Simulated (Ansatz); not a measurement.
**Bi: all-electron results**

```yaml
crystal:
  lattice:
    - [4.53900, 0.00000, 0.00000]
    - [-2.26950, 3.93089, 0.00000]
    - [0.00000, 0.00000, 11.82900]
  atoms:
    - { symbol: Bi, position: [0.33333, 0.66667, 0.25000] }
    - { symbol: Bi, position: [0.66667, 0.33333, 0.75000] }
```

Atom numbers follow the list: Bi1, Bi2.

The cell comes from COD entry 9011614, which wasn't checked; take it as a given geometry.

Spin–orbit coupling is left out, though it moves levels of the heavy atoms by tenths of an eV or more.

Method: DFT, PBEsol, all-electron LAPW, scalar-relativistic (Ansatz 0.2.0).

Settings: a Γ-centred 9×9×3 k mesh, Fermi–Dirac smearing of 0.03 eV, basis error target 0.5 meV/atom, no spin polarisation.

- Pressure at this cell: -3.54 GPa
- Band gap: none: bands cross the Fermi level, a metal
- Stress xx, yy, zz (compression positive): -5.11, -5.11, -0.38 GPa
- Density of states at the Fermi level (0.2 eV bin): 9.31 states/eV per cell
- Volume per atom: 105.53 Å³
